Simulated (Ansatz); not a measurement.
Input:

WS₂:
```xyz
12
Lattice="5.9396 0.0000 0.0000 0.0000 5.8637 0.0000 0.0000 0.0000 5.8235" Properties=species:S:1:pos:R:3 pbc="T T T"
W      0.3842     1.5598     1.3981
W      5.5554     4.3039     4.3099
W      2.5856     1.5598     4.3099
W      3.3540     4.3039     1.3981
S      2.2897     0.4516     2.2223
S      3.6499     5.4120     5.1340
S      0.6801     0.4516     5.1340
S      5.2595     5.4120     2.2223
S      4.5736     2.5968     2.8611
S      1.3660     3.2668     5.7728
S      4.3358     2.5968     5.7728
S      1.6038     3.2668     2.8611
```

This is the r²SCAN-relaxed structure.

Q: All from DFT-r²SCAN in the program Ansatz with PAW potentials, unless another level is named. Give the electronic character.

A: metallic (no gap).

Q: And the density of states at the Fermi level?

A: 0.10 states/eV per atom (mean over ±0.08 eV).

Q: Next, the formation energy from the elements (no fitted shifts)?

A: -0.28 eV/atom.

Space group Pca2_1. The start of the workflow was typed in or built on a structure type; neither database checked (COD, Materials Project) lists it. It is not the phase usual at ambient conditions (space group No. 194). Symmetry was held in the r²SCAN relaxation; whether a distortion lowers the energy is not shown. The workflow began spin-polarised and lost its moments. The references are the lowest solids computed at this level, not always the standard phases. Spin–orbit coupling is left out wherever it is not named.

Potentials: the earlier of the program's two PAW sets. The files were generated under PBE; for other functionals the program regenerates the frozen cores, and for LDA and PBEsol the local potential too.
